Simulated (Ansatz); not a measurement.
**Ba, diamond: geometry optimisation**

Theory: Ansatz 0.2.0, DFT, PBEsol, plane waves (420 eV) with PAW, scalar-relativistic. The PAW files were generated under PBE, with cores re-solved for the functional.

k-point mesh 6×6×6, Fermi-Dirac smearing 0.1 eV, no spin polarisation. Cell and atoms relax.

Starting structure:

```yaml
crystal:
  lattice:
    - [0.0, 4.3860266073, 4.3860266073]
    - [4.3860266073, 0.0, 4.3860266073]
    - [4.3860266073, 4.3860266073, 0.0]
  atoms:
    - { symbol: Ba, position: [0.125, 0.125, 0.125] }
    - { symbol: Ba, position: [0.875, 0.875, 0.875] }
hamiltonian:
  xc: pbesol
  pseudopotentials:
    kind: paw
    azcp:
      Ba: "pseudopotentials/Ba.paw.azcp"
basis:
  ecutwfc: 420
  fft_grid_basis: typed
kpoints:
  mp_grid: { grid: [6, 6, 6], shift: [0, 0, 0] }
magnetization:
  spin_polarized: false
scf:
  occupations: { method: fermi_dirac, width: 0.1 }
relax:
  max_steps: 60
  f_tol: 0.01
  cell: {}
```

Problem. The pressure at the start is -0.6 GPa. By how much does the volume change?

Solution. From 84.37 to 50.90 Å³ per atom, -39.7 %. The final cell has a = 7.412 Å.

Problem. How much energy does the relaxation gain?

Solution. 176.9 meV per atom.

Path of the relaxation (the plane waves are chosen anew near the end, which can shift the energy a little):

```tsv
step	E − E(final) (meV/atom)	V (Å³/atom)	P (GPa)	max force (eV/Å)
0	176.86	84.375	-0.55	0.000
1	169.17	82.163	-0.56	0.000
2	117.37	70.627	-0.97	0.000
3	44.35	60.224	-1.15	0.000
4	-0.10	50.896	0.01	0.000
5	0.00	50.896	0.01	0.000
```
